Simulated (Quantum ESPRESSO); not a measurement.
Parts of the isotropic shielding in ZrO2, by PBE GIPAW (a modified build of Quantum ESPRESSO, JTH PAW datasets), 22.5 Ha, k-mesh 4×4×4 shifted:

```
CELL_PARAMETERS angstrom
      5.15399     0.00000     0.00000
      0.00000     5.22811     0.00000
     -0.87386     0.00000     5.25757
ATOMIC_POSITIONS crystal
  Zr 0.72369 0.95785 0.79040
  Zr 0.27631 0.04215 0.20960
  Zr 0.27631 0.45785 0.70960
  Zr 0.72369 0.54215 0.29040
  O  0.06921 0.16629 0.84383
  O  0.93079 0.83371 0.15617
  O  0.93079 0.66629 0.65617
  O  0.06921 0.33371 0.34383
  O  0.55070 0.25742 0.02140
  O  0.44930 0.74258 0.97860
  O  0.44930 0.75742 0.47860
  O  0.55070 0.24258 0.52140
```
Geometry: a computed entry of the Materials Project; it was not checked against measured cells. It is ZrO2 in P2₁/c. Stability against distortions was not tested. The run has no spin polarisation.

The core term is that of the free atom's frozen core; the paramagnetic column sums the reconstruction terms. σ is an absolute shielding without the bulk-susceptibility term: within one crystal shift differences are minus those of σ, between compounds the missing term differs by several ppm. By our sweeps, such settings leave a few ppm in absolute σ on light atoms and up to some 20 ppm from Zn on. Spin–orbit coupling is left out; its weight grows with the heaviest atom, Zr here.

```json
[
 {"site": "Zr (atoms 1, 2, 3, 4)", "core": "3668.1", "bare (smooth current)": "45.5", "diamagnetic correction": "15.7", "paramagnetic corrections": "[?]", "σ_iso (ppm)": "[?]"},
 {"site": "O1 (atoms 5, 6, 7, 8)", "core": "271.1", "bare (smooth current)": "-43.9", "diamagnetic correction": "26.3", "paramagnetic corrections": "[?]", "σ_iso (ppm)": "[?]"},
 {"site": "O2 (atoms 9, 10, 11, 12)", "core": "271.1", "bare (smooth current)": "-25.4", "diamagnetic correction": "26.3", "paramagnetic corrections": "[?]", "σ_iso (ppm)": "[?]"}
]
```

Task: Some entries are withheld; supply them.

Result: 
- Zr (atoms 1, 2, 3, 4), paramagnetic corrections: -2030.0
- Zr (atoms 1, 2, 3, 4), σ_iso (ppm): 1699.2
- O1 (atoms 5, 6, 7, 8), paramagnetic corrections: -455.1
- O1 (atoms 5, 6, 7, 8), σ_iso (ppm): -201.5
- O2 (atoms 9, 10, 11, 12), paramagnetic corrections: -397.0
- O2 (atoms 9, 10, 11, 12), σ_iso (ppm): -125.1
